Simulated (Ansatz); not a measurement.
All-electron LAPW in Ansatz 0.2.0 under PBE, scalar-relativistic, energies extrapolated to zero smearing. Slabs are 1×1 cells cut from bulk crystals relaxed on PAW files, with atoms then relaxed, 16 to 20 Å of vacuum, a dipole correction, k spacings of 0.16 to 0.26 Å⁻¹ and smearing of 0.02 to 0.1 eV, without spin–orbit coupling or spin polarisation. The bulk type named needn't be the stable one, and no reconstruction is allowed.

```
                 slab  area (Å²)  γ (J/m²)  Φ (eV)  Δd12 (%)
bcc V (111), 5 layers      15.56      2.64    3.70      -5.2
 bcc V (100), 1 layer       8.98         ?       ?         –
bcc V (100), 3 layers       8.98      2.44    3.71     -12.6
```

Q: What belongs in the row "bcc V (100), 1 layer", column "γ (J/m²)"?

A: 3.56.

Q: Give the missing entry: row "bcc V (100), 1 layer", column "Φ (eV)".

A: 4.16.
